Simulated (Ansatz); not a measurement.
Ir (fcc, Cu type)

```
Ir
1.0
    0.00000     1.93542     1.93542
    1.93542     0.00000     1.93542
    1.93542     1.93542     0.00000
Ir
1
Direct
  0.00000   0.00000   0.00000
```

The slice is a {111} plane (indices of the conventional cell) through the point (0.000, 0.000, 0.000) (fractional), spanned by u = [100] and v = [-1 2 0] in vectors of this cell: u (2.74 Å) and v (4.74 Å, at 90° to u). It covers one period; positions are fractions (u, v).

Method: PBE (plane waves to 420 eV, PAW, scalar-relativistic; Ansatz, a first-principles code). k mesh 21×21×21. Near the nuclei the fields are pseudised (PAW); where an atom keeps semicore shells as valence, they peak there. Ir is run without spin polarisation. Ir was relaxed with its symmetry unable to fall. Spin-orbit coupling is left out, though Ir is heavy.

Three fields on this plane, each scaled to ten steps between its own extremes (0 low, 9 high; the total valence density on a logarithmic scale, the potential cut 8 eV below its top; x marks points blanked near nuclei; v = 0 in the bottom row):

Map A
```
|xxxxx282xxxx|
|xxxx11511xxx|
|xxxx03430xxx|
|xx246545642x|
|016961016961|
|45642xxx2465|
|430xxxxxxx03|
|511xxxxxxx11|
|82xxxxxxxxx2|
|93xxxxxxxxx3|
|82xxxxxxxxx2|
|511xxxxxxx11|
|430xxxxxxx03|
|45642xxx2465|
|016961016961|
|xx246545642x|
|xxxx03430xxx|
|xxxx11511xxx|
|xxxxx282xxxx|
|xxxxx393xxxx|
```

Map B
```
|xxxxx373xxxx|
|xxxx06860xxx|
|xxxx38983xxx|
|xx037898730x|
|456665456665|
|98730xxx0378|
|983xxxxxxx38|
|860xxxxxxx06|
|73xxxxxxxxx3|
|62xxxxxxxxx2|
|73xxxxxxxxx3|
|860xxxxxxx06|
|983xxxxxxx38|
|98730xxx0378|
|456665456665|
|xx037898730x|
|xxxx38983xxx|
|xxxx06860xxx|
|xxxxx373xxxx|
|xxxxx262xxxx|
```

Map C
```
|xxxxx535xxxx|
|xxxx93139xxx|
|xxxx51015xxx|
|xx952101259x|
|443334443334|
|01259xxx9521|
|015xxxxxxx51|
|139xxxxxxx93|
|35xxxxxxxxx5|
|36xxxxxxxxx6|
|35xxxxxxxxx5|
|139xxxxxxx93|
|015xxxxxxx51|
|01259xxx9521|
|443334443334|
|xx952101259x|
|xxxx51015xxx|
|xxxx93139xxx|
|xxxxx535xxxx|
|xxxxx636xxxx|
```

Q: Assign the maps to these fields: electron localisation function (ELF); valence electron density; electrostatic potential energy of an electron, from the cell's mean.

A: A is the electron localisation function (ELF); B is the electrostatic potential energy of an electron, from the cell's mean; C is the valence electron density.
